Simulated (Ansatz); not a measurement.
## Al3GaN4: a fit and a missing row

Al3GaN4, Pm, a = 5.038 Å, b = 3.125 Å, c = 5.410 Å, β = 90.0°. The structure is a Materials Project entry; whether it is the stable form wasn't checked. Ansatz: r2SCAN, PAW, 500 eV, Γ-centred 6×8×4 mesh on 8 atoms, Gaussian smearing 0.02 eV; no spin polarisation. Shape and atoms are relaxed at each volume; pressure is positive in compression.

| V (Å³/atom) | P (GPa) |
| --- | --- |
| 9.370 | 34.02 |
| 9.689 | 23.53 |
| 10.009 | 14.50 |
| 10.328 | 6.72 |
| 10.647 | 0.01 |
| 10.967 | -5.78 |
| 11.286 | -10.76 |
| 11.712 | ? |

Question: Take V0 = 10.647 Å³/atom, count pressures from its P0 = 0.01 GPa, fit the third-order Birch–Murnaghan form to the other rows, and predict the missing pressure.

Answer: With the Eulerian strain f = ½[(V0/V)^(2/3) − 1] and y = (P − P0)/[3f(1 + 2f)^(5/2)], the form is the line y = B0 + 1.5 B0 (B0′ − 4) f. Rows (f, y): 0.04445, 206.1; 0.03244, 206.5; 0.02103, 207.2; 0.01024, 207.6; -0.00977, 207.5; -0.01906, 207.6. Means f = 0.01322, y = 207.08; Σ(Δf)² = 0.002985, ΣΔfΔy = -0.06881; the slope is their ratio. y = 207.4 − 23.05 f GPa, so B0 = 207.4 GPa and B0′ = 4 + 2 × (-23.05)/(3 × 207.4) = 3.93. At V = 11.712, f = -0.03079, y = 208.11 and P = -16.39 GPa. The run gave -16.35 GPa, so the fit is 0.04 GPa too low, within twice the rms miss on the fitted rows (0.02 GPa). The form still works here, 22 % of the fitted range beyond its end.